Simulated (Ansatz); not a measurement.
Name crystals whose computed values (r²SCAN+D4 in the plane-wave PAW code Ansatz) fall in these windows: B₀ by P(V) fit (GPa) 31 to 38; HSE06 gap (eV) 1.3 to 1.6.



```json
[
 {"crystal": "MoS2, R3m (Mo on 3a, S on 3a, S on 3a)", "B₀ by P(V) fit (GPa)": "34.9", "HSE06 gap (eV)": "1.42"},
 {"crystal": "MoS2, P6_3/mmc (Mo on 2c, S on 4f)", "B₀ by P(V) fit (GPa)": "36.0", "HSE06 gap (eV)": "1.47"}
]
```
Others may fit too.

All cells were relaxed under the symmetry of their starts (and spin orders); stability against distortions was not tested throughout. Rows with no word on spin ran without spin polarisation. Spin–orbit coupling is left out wherever it is not named.

Potentials: the later of the program's two PAW sets.
